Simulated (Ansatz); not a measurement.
Rh: two-dimensional strain map

The calculation used DFT r2SCAN, scalar-relativistic, plane waves, PAW (Ansatz). The runs took a 500 eV cutoff, a Γ-centred 22×22×22 mesh and Gaussian smearing (0.15 eV). No spin polarisation. Energies are free energies at this smearing, counted from the undisturbed cell; pressure is positive in compression.

The undisturbed cell (as given, not relaxed at this level; it stands at -0.6 GPa):

```
CELL_PARAMETERS angstrom
0.00000 1.90155 1.90155
1.90155 0.00000 1.90155
1.90155 1.90155 0.00000
ATOMIC_POSITIONS crystal
Rh 0.00000 0.00000 0.00000
```

The cell is strained by p along both x and y and by q along z, fractional coordinates fixed. Points are written (p, q).

p was sampled at -0.030, -0.015, 0.000, 0.015, 0.030 and q at -0.030, -0.015, 0.000, 0.015, 0.030.

**Question.** Where on the computed points is the energy highest, and how high?

**Answer.** At (-0.030, -0.030): 105.2 meV/atom.

**Question.** Away from (0, 0), which computed point is lowest?

**Answer.** (0.000, -0.015): 3.6 meV/atom.

The map, in meV/atom:

```csv
p \ q,-0.030,-0.015,0.000,0.015,0.030
-0.030,105.2,72.8,51.4,40.1,37.9
-0.015,45.6,23.4,11.4,8.6,14.2
0.000,16.5,3.6,0.0,4.9,17.6
0.015,13.9,9.3,13.4,25.2,44.1
0.030,34.0,37.0,47.9,65.9,90.5
```